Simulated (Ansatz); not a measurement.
Hf:
Space group P6₃/mmc (No. 194); a = 3.1209 Å, b = 3.1209 Å, c = 4.9388 Å, α = 90.00°, β = 90.00°, γ = 120.00°

| atom | site | symmetry | x | y | z |
|---|---|---|---|---|---|
| Hf | 2d | -6m2 | 0.6667 | 0.3333 | 0.2500 |

Relaxed with LDA.

Question: Which orbitals make up the states near the Fermi level in plane-wave PAW LDA (Ansatz code)?

Answer: Within 0.5 eV of the Fermi level: Hf 5d 90 %. Projections are on Löwdin-orthogonalised atomic valence shells; empty p or d shells of many metals are not among them.

Question: Tabulate the density of states.

Answer: States/eV per cell of 2 atoms, in 0.25 eV bins, energy from the Fermi level.

| E (eV) | total | Hf 5d | Hf 6s | Hf 5p |
|---|---|---|---|---|
| -7.85 | 0.00 | 0.00 | 0.00 | 0.00 |
| -7.60 | 0.01 | 0.00 | 0.01 | 0.00 |
| -7.35 | 0.06 | 0.00 | 0.06 | 0.00 |
| -7.10 | 0.10 | 0.00 | 0.09 | 0.00 |
| -6.85 | 0.13 | 0.00 | 0.12 | 0.00 |
| -6.60 | 0.16 | 0.00 | 0.14 | 0.00 |
| -6.35 | 0.18 | 0.01 | 0.17 | 0.00 |
| -6.10 | 0.21 | 0.01 | 0.19 | 0.01 |
| -5.85 | 0.24 | 0.02 | 0.21 | 0.01 |
| -5.60 | 0.29 | 0.03 | 0.24 | 0.01 |
| -5.35 | 0.31 | 0.04 | 0.25 | 0.01 |
| -5.10 | 0.36 | 0.06 | 0.28 | 0.01 |
| -4.85 | 0.41 | 0.09 | 0.30 | 0.01 |
| -4.60 | 0.49 | 0.14 | 0.32 | 0.02 |
| -4.35 | 0.59 | 0.21 | 0.35 | 0.02 |
| -4.10 | 0.79 | 0.37 | 0.39 | 0.02 |
| -3.85 | 1.38 | 0.88 | 0.45 | 0.02 |
| -3.60 | 1.39 | 0.94 | 0.40 | 0.02 |
| -3.35 | 1.35 | 0.97 | 0.34 | 0.02 |
| -3.10 | 1.40 | 1.07 | 0.28 | 0.03 |
| -2.85 | 1.69 | 1.40 | 0.25 | 0.03 |
| -2.60 | 1.70 | 1.47 | 0.19 | 0.03 |
| -2.35 | 1.99 | 1.81 | 0.13 | 0.03 |
| -2.10 | 1.43 | 1.30 | 0.09 | 0.03 |
| -1.85 | 1.33 | 1.22 | 0.07 | 0.03 |
| -1.60 | 1.83 | 1.69 | 0.08 | 0.03 |
| -1.35 | 2.25 | 2.09 | 0.08 | 0.04 |
| -1.10 | 2.76 | 2.52 | 0.12 | 0.05 |
| -0.85 | 3.05 | 2.73 | 0.17 | 0.05 |
| -0.60 | 2.06 | 1.86 | 0.10 | 0.03 |
| -0.35 | 0.89 | 0.81 | 0.04 | 0.01 |
| -0.10 | 1.26 | 1.13 | 0.05 | 0.02 |
| 0.15 | 2.46 | 2.21 | 0.11 | 0.03 |
| 0.40 | 3.29 | 2.95 | 0.17 | 0.03 |
| 0.65 | 3.06 | 2.71 | 0.18 | 0.03 |
| 0.90 | 2.98 | 2.57 | 0.20 | 0.03 |
| 1.15 | 2.92 | 2.48 | 0.20 | 0.02 |
| 1.40 | 3.13 | 2.69 | 0.18 | 0.02 |
| 1.65 | 3.09 | 2.76 | 0.10 | 0.01 |
| 1.90 | 2.04 | 1.90 | 0.04 | 0.01 |
| 2.15 | 1.45 | 1.37 | 0.02 | 0.01 |
| 2.40 | 1.15 | 1.08 | 0.02 | 0.00 |
| 2.65 | 1.11 | 1.06 | 0.01 | 0.00 |
| 2.90 | 1.15 | 1.10 | 0.02 | 0.00 |
| 3.15 | 1.18 | 1.12 | 0.02 | 0.00 |
| 3.40 | 1.13 | 1.07 | 0.02 | 0.00 |
| 3.65 | 1.14 | 1.08 | 0.02 | 0.00 |
| 3.90 | 1.15 | 1.08 | 0.03 | 0.00 |
| 4.15 | 1.18 | 1.10 | 0.04 | 0.00 |
| 4.40 | 1.24 | 1.15 | 0.05 | 0.00 |
| 4.65 | 1.42 | 1.30 | 0.07 | 0.00 |

Space group P6_3/mmc (hcp (Mg type)). Symmetry was held in the LDA relaxation. The run is not spin-polarised. Axis ratios of metals converge slowly with the k-mesh, so a and c are less sure than the volume. Scalar-relativistic: spin–orbit coupling is off unless named, which matters more the heavier the elements.

Potentials: the later of the program's two PAW sets.
